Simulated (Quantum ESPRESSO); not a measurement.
## Ag5NbTaHf (input and log of a self-consistent run)

A calculation, not a measurement. The program is pw.x of Quantum ESPRESSO 7.5 (plane-wave density functional theory). The cell is made up: eight metal atoms on a face-centred cubic lattice, with elements, volume, strain and displacements drawn at random and not relaxed, so it may be unstable or far from any real phase. PseudoDojo standard norm-conserving files set the functional (PBE unless stated); there is no spin polarisation or spin-orbit coupling, the Fermi-Dirac width of 0.25 eV means electrons at about 2900 K, and the masses in the input are unused placeholders. Heavy elements are run without spin-orbit coupling, which real alloys of them have. A spin test at this wide smearing found no moment, but such smearing suppresses magnetism that the real alloy may have.

Input:

```
&control calculation='scf', pseudo_dir='./dojo.nc.sr.pbe.v0_5.standard.upf', outdir='./o', disk_io='minimal', tprnfor=.true., tstress=.true. /
&system ibrav=0, nat=8, ntyp=4, nbnd=79, ecutwfc=82.02448710, nosym=.true., tot_charge=0,
 occupations='smearing', smearing='fd', degauss=0.0183746611
/
&electrons conv_thr=1.470e-08, electron_maxstep=70, mixing_beta=0.5 /
ATOMIC_SPECIES
Ag 1.0 Ag.upf
Hf 1.0 Hf.upf
Nb 1.0 Nb.upf
Ta 1.0 Ta.upf
CELL_PARAMETERS angstrom
0.0 2.0352 2.0352
-4.0703 4.0703 -4.0703
-4.0703 -4.0703 4.0703
ATOMIC_POSITIONS angstrom
Ag -0.1087 0.0515 0.0094
Ag -4.0805 -2.0645 2.0348
Nb -4.1082 0.134 0.047
Ag -4.2227 1.978 -2.2306
Ta -2.0438 0.1173 2.0204
Ag -2.0661 1.9501 -0.0398
Hf -6.0098 0.0052 2.0386
Ag -5.9625 1.978 -0.0313
K_POINTS automatic
8 4 4 1 1 1
```

The log is shortened where brackets say so; the opening notice, blank lines, dates and the lines on written files are dropped, and the path of the files is cut. It prints rydbergs, bohrs and kilobars, and counts compression as positive stress. Its total energy is the free energy E - TS of the whole cell.

```
     Program PWSCF v.7.5
     Parallel version (MPI & OpenMP), running on       4 processor cores
     Number of MPI processes:                 4
     Threads/MPI process:                     1
     [start-up lines left out]
     bravais-lattice index     =            0
     lattice parameter (alat)  =       5.4390  a.u.
     unit-cell volume          =     910.1574 (a.u.)^3
     number of atoms/cell      =            8
     number of atomic types    =            4
     number of electrons       =       133.00
     number of Kohn-Sham states=           79
     kinetic-energy cutoff     =      82.0245  Ry
     charge density cutoff     =     328.0979  Ry
     scf convergence threshold =      1.5E-08
     mixing beta               =       0.5000
     number of iterations used =            8  plain     mixing
     Exchange-correlation= PBE
                           (   1   4   3   4   0   0   0)
     [axes and pseudopotential details left out]
   Cartesian axes
     site n.     atom                  positions (alat units)
         1        Ag     tau(   1) = (  -0.0377666   0.0178931   0.0032659  )
         2        Ag     tau(   2) = (  -1.4177227  -0.7172867   0.7069678  )
         3        Nb     tau(   3) = (  -1.4273467   0.0465568   0.0163296  )
         4        Ag     tau(   4) = (  -1.4671284   0.6872333  -0.7749963  )
         5        Ta     tau(   5) = (  -0.7100948   0.0407545   0.7019647  )
         6        Ag     tau(   6) = (  -0.7178426   0.6775398  -0.0138281  )
         7        Hf     tau(   7) = (  -2.0880357   0.0018067   0.7082881  )
         8        Ag     tau(   8) = (  -2.0716019   0.6872333  -0.0108748  )
     number of k points=    64  Fermi-Dirac smearing, width (Ry)=  0.0184
                       cart. coord. in units 2pi/alat
        k(    1) = (  -0.0883905   0.0441942   0.0441942), wk =   0.0312500
        k(    2) = (  -0.1767810  -0.0000011   0.0883894), wk =   0.0312500
     [further k points left out]
     Dense  grid:    91541 G-vectors     FFT dimensions: (  32,  80,  80)
     Estimated max dynamical RAM per process >     394.82 MB
     Estimated total dynamical RAM >       1.48 GB
     Initial potential from superposition of free atoms
     starting charge     132.9926, renormalised to     133.0000
     Starting wfcs are   80 randomized atomic wfcs
     total cpu time spent up to now is        5.9 secs
     per-process dynamical memory:   311.3 Mb
     Self-consistent Calculation
     iteration #  1     ecut=    82.02 Ry     beta= 0.50
     Davidson diagonalization with overlap
     ethr =  1.00E-02,  avg # of iterations =  5.0
     total cpu time spent up to now is       20.8 secs
     total energy              =   -1916.24589080 Ry
     estimated scf accuracy    <       2.69439480 Ry
     iteration #  2     ecut=    82.02 Ry     beta= 0.50
     Davidson diagonalization with overlap
     ethr =  2.03E-03,  avg # of iterations =  3.7
     total cpu time spent up to now is       36.0 secs
     total energy              =   -1916.37910700 Ry
     estimated scf accuracy    <       9.71731177 Ry
     iteration #  3     ecut=    82.02 Ry     beta= 0.50
     Davidson diagonalization with overlap
     ethr =  2.03E-03,  avg # of iterations =  3.5
     total cpu time spent up to now is       50.4 secs
     total energy              =   -1917.39554093 Ry
     estimated scf accuracy    <       2.15876385 Ry
     iteration #  4     ecut=    82.02 Ry     beta= 0.50
     Davidson diagonalization with overlap
     ethr =  1.62E-03,  avg # of iterations =  2.0
     total cpu time spent up to now is       62.3 secs
     total energy              =   -1917.62122902 Ry
     estimated scf accuracy    <       0.25652633 Ry
     iteration #  5     ecut=    82.02 Ry     beta= 0.50
     Davidson diagonalization with overlap
     ethr =  1.93E-04,  avg # of iterations =  2.6
     total cpu time spent up to now is       75.1 secs
     total energy              =   -1917.63208179 Ry
     estimated scf accuracy    <       0.14036645 Ry
     [iterations 6 to 11 left out]
     iteration # 12     ecut=    82.02 Ry     beta= 0.50
     Davidson diagonalization with overlap
     ethr =  7.85E-09,  avg # of iterations =  2.1
     total cpu time spent up to now is      166.7 secs
     total energy              =   -1917.65187279 Ry
     estimated scf accuracy    <       0.00000168 Ry
     iteration # 13     ecut=    82.02 Ry     beta= 0.50
     Davidson diagonalization with overlap
     ethr =  1.26E-09,  avg # of iterations =  2.0
     total cpu time spent up to now is      179.1 secs
     total energy              =   -1917.65187297 Ry
     estimated scf accuracy    <       0.00000091 Ry
     iteration # 14     ecut=    82.02 Ry     beta= 0.50
     Davidson diagonalization with overlap
     ethr =  6.82E-10,  avg # of iterations =  2.0
     total cpu time spent up to now is      191.2 secs
     total energy              =   -1917.65187308 Ry
     estimated scf accuracy    <       0.00000012 Ry
     iteration # 15     ecut=    82.02 Ry     beta= 0.50
     Davidson diagonalization with overlap
     ethr =  9.34E-11,  avg # of iterations =  2.0
     total cpu time spent up to now is      203.8 secs
     total energy              =   -1917.65187309 Ry
     estimated scf accuracy    <       0.00000007 Ry
     iteration # 16     ecut=    82.02 Ry     beta= 0.50
     Davidson diagonalization with overlap
     ethr =  5.29E-11,  avg # of iterations =  2.0
     total cpu time spent up to now is      215.9 secs
     End of self-consistent calculation
     [lines on levels left out]
!    total energy              =   -1917.65187309 Ry
     estimated scf accuracy    <       0.00000001 Ry
     smearing contrib. (-TS)   =      -0.07484896 Ry
     internal energy E=F+TS    =   -1917.57702413 Ry
     The total energy is F=E-TS. E is the sum of the following terms:
     one-electron contribution =    -697.99896134 Ry
     hartree contribution      =     425.76831230 Ry
     xc contribution           =    -316.14157926 Ry
     ewald contribution        =   -1329.20479583 Ry
     convergence has been achieved in  16 iterations
     Forces acting on atoms (cartesian axes, Ry/au):
     atom    1 type  1   force =     0.04909251    0.00494964   -0.01276490
     atom    2 type  1   force =     0.03032244   -0.01242040    0.01722301
     atom    3 type  3   force =     0.04892691   -0.04258111   -0.01696935
     atom    4 type  1   force =     0.05736605    0.01110005    0.03023923
     atom    5 type  4   force =    -0.06597004   -0.03095419    0.00627927
     atom    6 type  1   force =    -0.00193420    0.04166646   -0.02102197
     atom    7 type  2   force =    -0.03751724   -0.00053524    0.01167693
     atom    8 type  1   force =    -0.08028644    0.02877480   -0.01466221
     Total force =     0.171335     Total SCF correction =     0.000828
     Computing stress (Cartesian axis) and pressure
          total   stress  (Ry/bohr**3)                   (kbar)     P=      155.51
   0.00102345  -0.00002082   0.00002322          150.56       -3.06        3.42
  -0.00002082   0.00104708  -0.00015823           -3.06      154.03      -23.28
   0.00002322  -0.00015823   0.00110096            3.42      -23.28      161.96
     init_run     :      5.70s CPU      5.86s WALL (       1 calls)
     electrons    :    206.87s CPU    209.94s WALL (       1 calls)
     forces       :      1.78s CPU      1.78s WALL (       1 calls)
     stress       :      6.04s CPU      6.04s WALL (       1 calls)
     [timing details left out]
     PWSCF        :   3m40.49s CPU   3m43.73s WALL
     JOB DONE.
```

In other units: free energy -26090.983 eV for the cell, pressure 15.55 GPa, largest force component 2.064 eV/Å in size. The run took 225 s of wall time with four MPI processes on a shared machine (AMD EPYC, Zen 5, virtual cores), so the time is rough. A rerun of this cell at a higher cutoff and on a denser mesh moved values by no more than 0.011 eV in energy, 0.12 GPa in stress and 0.010 eV/Å in force, and a second program with other atomic files agreed on that cell to 2 % rms in force and 0.5 GPa in pressure.